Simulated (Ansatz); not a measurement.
# Stationary points along a deformation path in Al

Level of theory: DFT r2SCAN, scalar-relativistic, plane waves, PAW in Ansatz 0.2.0. Cutoff 500 eV, Γ-centred 30×30×14 k-points, Gaussian smearing of 0.15 eV. No spin polarisation. Energies are free energies at this smearing, counted from the undisturbed cell; pressure is positive in compression.

Reference structure (relaxed at this level; with this scan's settings it stands at 0.1 GPa; this form isn't the usual structure):

```
CELL_PARAMETERS angstrom
2.80809 0.00000 0.00000
-1.40404 2.43187 0.00000
0.00000 0.00000 4.68908
ATOMIC_POSITIONS crystal
Al 0.66667 0.33333 0.75000
Al 0.33333 0.66667 0.25000
```

At fixed volume and fractional coordinates, lengths along (0.000, 0.000, 1.000) are scaled against those across it; ρ is that ratio over its starting value. V = 16.011 Å³/atom. Δσ is the stress along the axis less the mean stress across it (compression positive).

```
    ρ  ΔE (meV/atom)  Δσ (GPa) space group
0.800          124.4     18.54     P6_3/mmc
0.850           62.0     12.64     P6_3/mmc
0.920           13.4      6.25     P6_3/mmc
0.960            1.7      2.03     P6_3/mmc
1.000            0.0     -1.04     P6_3/mmc
1.050           10.9     -5.50     P6_3/mmc
1.100           34.1     -9.80     P6_3/mmc
1.200          118.8    -19.61     P6_3/mmc
```

Question: How does the stress give the slope of the energy, and where is the energy stationary?

Answer: Along the path d ln(length) is 2/3 d ln ρ on the axis and −1/3 d ln ρ across it, so dE/d ln ρ = −(2/3) V Δσ: the energy falls with ρ where Δσ is positive. Δσ vanishes or changes sign between ρ = 0.960 and 1.000, a minimum (near 0.99 by linear interpolation). Pairs of stationary points between two samples would go unseen, and could change a minimum read from distant neighbours into a maximum.

Question: Integrate that slope from ρ = 1 to 1.200 by the trapezoid rule.

Answer: With V/N in Å³ and 1 eV/Å³ = 160.2 GPa the slopes at ρ = 1.000, 1.050, 1.100, 1.200 are 69, 367, 653, 1307 meV/atom per unit of ln ρ. The steps add 10.6 + 23.7 + 85.3 = 119.6 meV/atom, against 118.8 from the energies; the trapezoid rule misses the curvature of the slope within each step.

In a metal these slopes depend on the k mesh and the smearing.

Cost: 8 runs of about 2.4 core-minutes in all, on Intel Xeon Processor @ 2.70GHz (shared hosts).